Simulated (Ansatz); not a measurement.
Input and command of a plane-wave DFT calculation in Ansatz:

```yaml
crystal:
  lattice:
    - [2.519, 1.4543453281, 4.5906666667]
    - [-2.519, 1.4543453281, 4.5906666667]
    - [0.0, -2.9086906562, 4.5906666667]
  atoms:
    - { symbol: Fe, position: [0.3553, 0.3553, 0.3553], spin: 0.94 }
    - { symbol: Fe, position: [0.1447, 0.1447, 0.1447], spin: 0.94 }
    - { symbol: Fe, position: [0.6447, 0.6447, 0.6447], spin: 0.94 }
    - { symbol: Fe, position: [0.8553, 0.8553, 0.8553], spin: 0.94 }
    - { symbol: O, position: [0.5559, 0.9441, 0.25] }
    - { symbol: O, position: [0.25, 0.5559, 0.9441] }
    - { symbol: O, position: [0.9441, 0.25, 0.5559] }
    - { symbol: O, position: [0.4441, 0.0559, 0.75] }
    - { symbol: O, position: [0.75, 0.4441, 0.0559] }
    - { symbol: O, position: [0.0559, 0.75, 0.4441] }
basis:
  ecutwfc: 420
kpoints:
  mp_grid: { grid: [12, 12, 12] }
hamiltonian:
  xc: pbesol
scf:
  occupations: { method: gaussian, width: 0.1 }
output:
  forces: true
  stress: true
  eigenvalues: true
  populations: true
  write_density: true
  write_potential: true
  elf: true
  volumetric_format: npy
magnetization:
  spin_polarized: true
```

```bash
ansatz run input.yaml --threads 2 --pin off --max-ram 5120MiB --backend cpu --events-out ev --progress --plain --runs-dir out
```

Processor: Oxide Virtual Turin-like Processor (Zen 5), 2 threads, on a host shared with other jobs.

Task: How long does it run, and how much memory does it take?

Result: About 110 s on 2 threads of Oxide Virtual Turin-like Processor (Zen 5), on a shared host, peak memory 1.7 GiB. It solves 63 bands at 189 k points (the mesh reduced by symmetry) with about 1947 plane waves, in 13 SCF iterations.
